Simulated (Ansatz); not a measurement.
Sn:
```xyz
1
Lattice="-1.8863 1.8863 1.8863 1.8863 -1.8863 1.8863 1.8863 1.8863 -1.8863" Properties=species:S:1:pos:R:3 pbc="T T T"
Sn     0.0000     0.0000     0.0000
```

Relaxed with r²SCAN. Special points in fractions of this cell's reciprocal vectors: Γ (0.000, 0.000, 0.000); H (0.500, -0.500, 0.500); N (0.000, 0.000, 0.500); P (0.250, 0.250, 0.250).

### Question
List the band energies nearest the Fermi level at these points for r²SCAN with spin–orbit coupling (plane waves, PAW; program Ansatz).

### Answer
In eV from the Fermi level; about four levels below and three above (degenerate sets whole), none deeper than 8.9 eV; … stands for higher levels left out; points with the same levels are listed once.

```json
[
 {"k": "Γ", "below": "–", "above": "7.74 7.74 8.91 8.91 8.91 8.91"},
 {"k": "H", "below": "-0.43 -0.43 -0.43 -0.43", "above": "…"},
 {"k": "N", "below": "-6.66 -6.66 -4.77 -4.77", "above": "3.73 3.73 5.90 5.90"},
 {"k": "P", "below": "-1.44 -1.44 -1.44 -1.44", "above": "18.63 18.63 …"}
]
```

Space group Im-3m (bcc (W type)). The workflow started from a Materials Project entry (that database holds measured and hypothetical structures alike); the Crystallography Open Database copy checked does not list it. It is not the phase usual at ambient conditions (space group No. 141). The r²SCAN relaxation kept the symmetry of its start. At this level the phase is mechanically unstable.

Potentials: the earlier of the program's two PAW sets.
